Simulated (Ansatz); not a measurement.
Relaxed polymorphs of TiS$_{2}$. Method: PBEsol (plane waves to 420 eV, PAW, scalar-relativistic; Ansatz, a program for electronic structure). One row is withheld; estimate it from its structure type, its coordination and the trend of the others.

```
structure                                                                                       coordination  E − E(first row) (eV/atom)  V (Å³/atom)  gap (eV, no SOC)
---------------------------------------------------------------  -------------------------------------------  --------------------------  -----------  ----------------
P-3m1, hP3, CdI2 type                                            Ti 6 (octahedral), S 3 (trigonal pyramidal)                        0.00        18.27              0.00
P-3, hP9                                                                                                   –                        0.26        15.63              0.00
P-62m, hP9, AFLOW prototype A2B_hP9_189_fg_bc (C22, as in Fe2P)                                            –                        0.19        14.69              0.00
I4₁/amd, tI12, anatase type                                                           Ti 6 (octahedral), S 3                        0.16        18.81              0.00
P1, aP12                                                                                                   –                        0.18        16.29              0.00
Pnma, oP12, AFLOW prototype A2B_oP12_62_2c_c (C23, as in PbCl2)                                            –                        0.20        15.03              0.00
P4₂/mnm, tP6, rutile type                                                             Ti 6 (octahedral), S 3                  (withheld)   (withheld)        (withheld)
Cmce, oS24                                                                                                 –                        0.23        18.66              0.59
```

Question: Complete the blanks.

Answer: 
- P4₂/mnm, tP6, rutile type, E − E(first row) (eV/atom): 0.11
- P4₂/mnm, tP6, rutile type, V (Å³/atom): 18.92
- P4₂/mnm, tP6, rutile type, gap (eV, no SOC): 0.00

The withheld cell: P4₂/mnm (No. 136), tP6, rutile type; a = 5.833 Å, b = 5.833 Å, c = 3.337 Å, α = 90.00°, β = 90.00°, γ = 90.00°; Ti 2a (0.000, 0.000, 0.000); S 4f (0.300, 0.300, 0.000). Coordination numbers (neighbours up to the widest gap in distance over summed covalent radii, below 1.35; n+m marks a second, longer set; metal–metal contacts left out).

Probably no minimum, since a slightly shaken restart fell lower: P-3, hP9 (by 0.06 eV/atom, to P-62m). 2 runs with a doubtful electronic state, a coarser numerical grid, an end not at rest or a source that can't be used are left out. Each run could gain symmetry but not lose that of its start, so entries can be saddle points. From databases, or of a type measured for this composition: P-3m1, hP3, CdI2 type; the others are generated cells (placed on structure types, drawn at random, substituted or restacked) that were not matched to a known phase here. Energies are at zero temperature and pressure, without zero-point motion. No spin polarisation in the result. Without a van der Waals term the distances between weakly bound units are poorly fixed. Gaps of cells over 8 atoms come from the SCF mesh and high-symmetry points alone.
